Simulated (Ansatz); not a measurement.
LaAl3N4 as one 8-atom ordering (Cm) on the wurtzite lattice (no longer in that coordination) at its r2SCAN geometry, run in Ansatz at 3 levels of theory. All values are calculated for a non-magnetic cell, which may be hypothetical.

The PBE+SOC input:
```yaml
crystal:
  lattice:
    - [6.0504111655, -1.6484762686, 0.887529135]
    - [6.0504111655, 1.6484762686, 0.887529135]
    - [-1.9182832311, 0.0, 5.1080299841]
  atoms:
    - { symbol: Al, position: [-0.0196134217, -0.0196134217, 0.295541605] }
    - { symbol: Al, position: [0.339064036, 0.339064036, 1.030459406] }
    - { symbol: "N", position: [0.8195510088, 0.8195510088, 0.1705469692] }
    - { symbol: "N", position: [0.0493409721, 0.0493409721, 0.6386206601] }
    - { symbol: Al, position: [0.4970004817, 0.4970004817, 0.7749929862] }
    - { symbol: La, position: [0.7181431371, 0.7181431371, 0.5036077594] }
    - { symbol: "N", position: [0.3382080548, 0.3382080548, 0.6969351582] }
    - { symbol: "N", position: [0.5083057313, 0.5083057313, 0.1392954559] }
kpoints:
  mp_grid: { grid: [8, 8, 6] }
  band_path:
    path:
      - [0.0, 0.0, 0.0]
      - [-0.2690220009, 0.2690220009, 0.0]
      - [-0.7309779991, -0.2690220009, 0.0]
      - [-0.5, -0.5, 0.0]
      - [-0.5, -0.5, 0.5]
      - [-0.740016106, -0.259983894, 0.5]
      - [-0.259983894, 0.259983894, 0.5]
      - [0.0, 0.0, 0.5]
      - [-0.5, 0.0, 0.5]
      - [0.302083, -0.302083, 0.0]
    npoints: 1
hamiltonian:
  xc: pbe
scf:
  occupations: { method: fixed }
  n_extra_bands: 12
magnetization:
  noncollinear: true
  spin_orbit: true
output:
  forces: true
  stress: true
  eigenvalues: true
```

Main results, then, where recorded, the levels near the gap in eV from the Fermi energy (columns number the bands from 0), one row a point of the path (Γ, C, C₂, Y₂, M₂, D, D₂, A, L₂, C₂–Y₂ (0.14)):
```
Crystal: 8 atoms, lattice volume = 107.508 Å³
Symmetry: 2 space group operations + 2 with time reversal
Magnetic group: BNS 8.33 (UNI 40)
```
```
Basis set: ecut = 420 eV, 2123 PW (Γ)
k-points: 114 of 384 (time reversal used)
SCF 1 converged in 11 iterations: F = -9413.000955 eV  dr2 = 5.59e-8
Free energy (F): -9413.000955 eV
Fermi energy:    8.196414 eV
--- Forces (eV/Å), atoms counted from 1 ---
  atom   1  Al      0.04089      0.00000      0.06026
  atom   2  Al    -0.14966      0.00000      0.01023
  atom   3  N     -0.27408      0.00000      0.08138
  atom   4  N       0.16156      0.00000      0.14028
  atom   5  Al      0.11217      0.00000    -0.00699
  atom   6  La    -0.01281      0.00000    -0.02053
  atom   7  N     -0.08356      0.00000    -0.29903
  atom   8  N       0.20558      0.00000      0.03459
--- Stress (GPa, compression-positive) ---
        2.397021       0.000000      -0.096003
        0.000000       3.250204       0.000000
       -0.096033       0.000000       3.028142
  P = ⅓ Tr σ = 2.8918 GPa (28.918 kbar)
```
```tsv
band_30	band_31	band_32	band_33	band_34	band_35	band_36	band_37	band_38	band_39	band_40	band_41	band_42	band_43	band_44	band_45
-1.399	-1.399	-1.388	-1.388	-0.911	-0.911	-0.689	-0.689	-0.621	-0.621	2.006	2.006	2.630	2.630	3.750	3.750
-2.251	-2.228	-1.943	-1.849	-1.680	-1.671	-1.198	-1.150	-0.079	0.008	3.119	3.158	3.771	3.801	3.895	3.939
-2.251	-2.228	-1.943	-1.849	-1.680	-1.671	-1.198	-1.150	-0.079	0.008	3.119	3.158	3.771	3.801	3.895	3.939
-1.311	-1.311	-1.157	-1.157	-1.073	-1.073	-0.883	-0.883	-0.864	-0.864	2.318	2.318	3.342	3.342	3.651	3.651
-1.837	-1.837	-1.588	-1.588	-1.257	-1.257	-0.847	-0.847	-0.672	-0.672	2.425	2.425	3.493	3.493	3.888	3.888
-1.623	-1.615	-1.557	-1.552	-1.308	-1.289	-1.028	-1.001	-0.635	-0.605	2.965	3.002	3.587	3.603	3.772	3.790
-1.623	-1.615	-1.557	-1.552	-1.308	-1.289	-1.028	-1.001	-0.635	-0.605	2.965	3.002	3.587	3.603	3.772	3.790
-1.647	-1.647	-1.615	-1.615	-1.011	-1.011	-0.883	-0.883	-0.637	-0.637	2.183	2.183	3.524	3.524	3.925	3.925
-1.616	-1.616	-1.551	-1.551	-1.399	-1.399	-1.269	-1.269	-0.350	-0.350	3.000	3.000	3.615	3.615	3.746	3.746
-2.132	-2.107	-1.948	-1.944	-1.658	-1.574	-1.092	-1.053	-0.062	0.018	3.070	3.109	3.745	3.775	3.876	3.915
```

With PBE+SOC the valence top lies at C₂–Y₂ (0.14 of the way from C₂) and the conduction bottom at Γ, 1.99 eV higher; the smallest vertical gap, at Γ, is 2.63 eV.

Task: In the first input these blocks are replaced (the band path and keys that only write files left aside):
```yaml
hamiltonian:
  xc: r2scan
scf:
  occupations: { method: fixed }
  n_extra_bands: 6
```
(magnetization left out)
What comes out?

Result:
```
Basis set: ecut = 500 eV, 2719 PW (Γ)
k-points: 114 of 384 (time reversal used)
SCF 1 converged in 8 iterations: F = -9436.112399 eV  dr2 = 4.19e-8
Free energy (F): -9436.112399 eV
Fermi energy:    7.991130 eV
--- Forces (eV/Å), atoms counted from 1 ---
  atom   1  Al      0.00021      0.00000    -0.00050
  atom   2  Al      0.00185      0.00000    -0.00155
  atom   3  N     -0.00078      0.00000    -0.00244
  atom   4  N       0.00123      0.00000      0.00189
  atom   5  Al      0.00037      0.00000      0.00175
  atom   6  La    -0.00099      0.00000      0.00038
  atom   7  N     -0.00177      0.00000      0.00125
  atom   8  N     -0.00033      0.00000    -0.00088
--- Stress (GPa, compression-positive) ---
        0.005677       0.000000       0.004522
        0.000000      -0.001324       0.000000
        0.004536       0.000000       0.005754
  P = ⅓ Tr σ = 0.0034 GPa (0.034 kbar)
```
```tsv
band_15	band_16	band_17	band_18	band_19	band_20	band_21	band_22
-1.433	-1.417	-0.910	-0.687	-0.627	2.435	3.069	4.326
-2.285	-1.929	-1.715	-1.179	0.005	3.545	4.361	4.470
-2.285	-1.929	-1.715	-1.179	0.005	3.545	4.361	4.470
-1.347	-1.177	-1.090	-0.896	-0.882	2.730	3.860	4.173
-1.879	-1.634	-1.268	-0.856	-0.684	2.831	4.040	4.405
-1.647	-1.598	-1.319	-1.018	-0.606	3.397	4.134	4.325
-1.647	-1.598	-1.319	-1.018	-0.606	3.397	4.134	4.325
-1.700	-1.603	-1.029	-0.880	-0.652	2.584	4.054	4.439
-1.655	-1.565	-1.420	-1.298	-0.333	3.416	4.167	4.272
-2.154	-1.989	-1.647	-1.074	0.016	3.491	4.326	4.448
```
With r2SCAN the valence top lies at C₂–Y₂ (0.14 of the way from C₂) and the conduction bottom at Γ, 2.42 eV higher; the smallest vertical gap, at Γ, is 3.06 eV. The mean stress is close to zero (0.00 GPa).

HSE06. Against the first input these blocks differ (the band path and keys that only write files left aside):
```yaml
kpoints:
  mp_grid: { grid: [4, 4, 4] }
hamiltonian:
  xc: hse06
scf:
  occupations: { method: fixed }
  n_extra_bands: 6
```
(magnetization left out)

```
Basis set: ecut = 420 eV, 2123 PW (Γ)
k-points: 24 of 64 (time reversal used)
SCF 1 stopped early in 4 iterations: F = -9407.644575 eV  dr2 = 9.31e-5
Exchange kernel: α = 0.2500, screened, ω = 0.2079 Å⁻¹, Wigner–Seitz truncation, v(0) = 1032.2581 eV·Å³, q-mesh 4×4×4
SCF 2 stopped early in 8 iterations: F = -9413.332720 eV  dr2 = 1.00e-6
hybrid outer 1: dexx = +2.570e-2 eV, tail = 4.63e-5 eV
SCF 3 converged in 5 iterations: F = -9413.332137 eV  dr2 = 5.28e-9
hybrid outer 2: dexx = +1.147e-6 eV, tail = 2.87e-8 eV, Δε = 3.27e-3 eV, ΔF = 1.08e-2 eV/Å
SCF 4 converged in 2 iterations: F = -9413.332137 eV  dr2 = 3.50e-10
hybrid outer 3: dexx = +5.884e-10 eV, tail = 7.43e-10 eV, Δε = 6.22e-5 eV, ΔF = 1.21e-4 eV/Å
Free energy (F): -9413.332137 eV
Fermi energy:    7.386077 eV
--- Forces (eV/Å), atoms counted from 1 ---
  atom   1  Al    -0.07959      0.00000    -0.01763
  atom   2  Al      0.07417      0.00000      0.00087
  atom   3  N     -0.07344      0.00000      0.05041
  atom   4  N       0.11523      0.00000    -0.01440
  atom   5  Al    -0.07567      0.00000    -0.03722
  atom   6  La      0.10397      0.00000      0.06986
  atom   7  N     -0.10651      0.00000    -0.09189
  atom   8  N       0.04185      0.00000      0.03999
--- Stress (GPa, compression-positive) ---
       -1.113694       0.000000       0.027346
        0.000000      -0.340335       0.000000
        0.027325       0.000000      -0.745931
  P = ⅓ Tr σ = -0.7333 GPa (-7.333 kbar)
```
```tsv
band_15	band_16	band_17	band_18	band_19	band_20	band_21	band_22
-1.438	-1.417	-0.882	-0.691	-0.594	3.267	3.902	5.942
-2.370	-2.014	-1.770	-1.198	0.019	4.450	5.675	6.134
-2.370	-2.014	-1.770	-1.198	0.019	4.450	5.675	6.134
-1.344	-1.170	-1.128	-0.917	-0.840	3.588	5.027	5.118
-1.906	-1.650	-1.290	-0.879	-0.688	3.763	5.212	5.614
-1.677	-1.614	-1.349	-1.027	-0.616	4.257	4.950	5.508
-1.677	-1.614	-1.349	-1.027	-0.616	4.257	4.950	5.508
-1.722	-1.688	-1.016	-0.869	-0.653	3.449	5.237	5.390
-1.676	-1.613	-1.423	-1.338	-0.326	4.288	5.020	5.319
-2.236	-2.043	-1.711	-1.091	0.031	4.381	5.653	6.233
```

The HSE06 gap is indirect, 3.24 eV (C₂–Y₂ (0.14 of the way from C₂) to Γ), below the direct gap of 3.86 eV at Γ. With the atoms held, the mean pressure is -0.7 GPa (compression positive). (The program warns that its thresholds are loose for a hybrid's stress.)

Small level splittings and stresses of the hybrids carry the error of their coarser meshes.

Totals of different functionals, or with and without spin-orbit coupling, can't be compared.

Only the levels marked +SOC include spin-orbit coupling.

The meshes of the hybrids are coarse, so their gaps aren't converged to the digits shown.
